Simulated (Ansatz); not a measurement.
A relaxed structure of InAs is spoiled in several ways and relaxed again each time (noise and exchanges are one random draw each; pressure is positive under compression). Level of theory: PBEsol (plane waves to 420 eV, PAW, scalar-relativistic; Ansatz, a first-principles code).

```cif
data_As4In4
_chemical_formula_sum 'As4 In4'
_space_group_name_H-M_alt 'F-43m'
_space_group_IT_number 216
_space_group_name_Hall 'F -4 2 3'
_cell_length_a 6.08692
_cell_length_b 6.08692
_cell_length_c 6.08692
_cell_angle_alpha 90.000
_cell_angle_beta 90.000
_cell_angle_gamma 90.000
loop_
_atom_site_label
_atom_site_type_symbol
_atom_site_symmetry_multiplicity
_atom_site_Wyckoff_symbol
_atom_site_fract_x
_atom_site_fract_y
_atom_site_fract_z
_atom_site_occupancy
As1 As 4 c 0.25000 0.25000 0.25000 1
In1 In 4 a 0.00000 0.00000 0.00000 1
```
(The calculation used a cell of 2 atoms; values per cell refer to that cell.)

Problem. One start gave a first pressure of +4 GPa and released 0.24 eV/atom. Which change was it?
A. with every coordinate shifted by Gaussian noise of σ = 0.1 Å
B. doubled along one cell vector, shaken by Gaussian noise of σ = 0.08 Å a coordinate
C. deformed by the Cartesian strain tensor (xx, yy, zz, yz, xz, xy) = (-0.187, 0.043, 0.110, -0.048, -0.035, 0.054)
D. with every coordinate shifted by Gaussian noise of σ = 0.3 Å

Solution. C, deformed by the Cartesian strain tensor (xx, yy, zz, yz, xz, xy) = (-0.187, 0.043, 0.110, -0.048, -0.035, 0.054). All starts:

```tsv
change	first pressure (GPa)	first V (Å³/atom)	released (eV/atom)	moves	outcome	final group	E − E(parent) (eV/atom)
with every coordinate shifted by Gaussian noise of σ = 0.1 Å	2	28.19	0.13	5	returns to the parent	F-43m	0.00
with every coordinate shifted by Gaussian noise of σ = 0.3 Å	6	28.19	0.47	6	returns to the parent	F-43m	0.00
deformed by the Cartesian strain tensor (xx, yy, zz, yz, xz, xy) = (-0.187, 0.043, 0.110, -0.048, -0.035, 0.054)	4	26.36	0.24	13	returns to the parent	F-43m	0.00
doubled along one cell vector, shaken by Gaussian noise of σ = 0.08 Å a coordinate	2	28.19	0.20	3	returns to the parent	F-43m	0.00
```

First-step values come from each run's starting, coarser k-mesh (7×7×7, 7×7×6, 7×4×7). Each cell has its own k-point mesh; energy differences are given only to the digits this allows. No spin polarisation in the result.
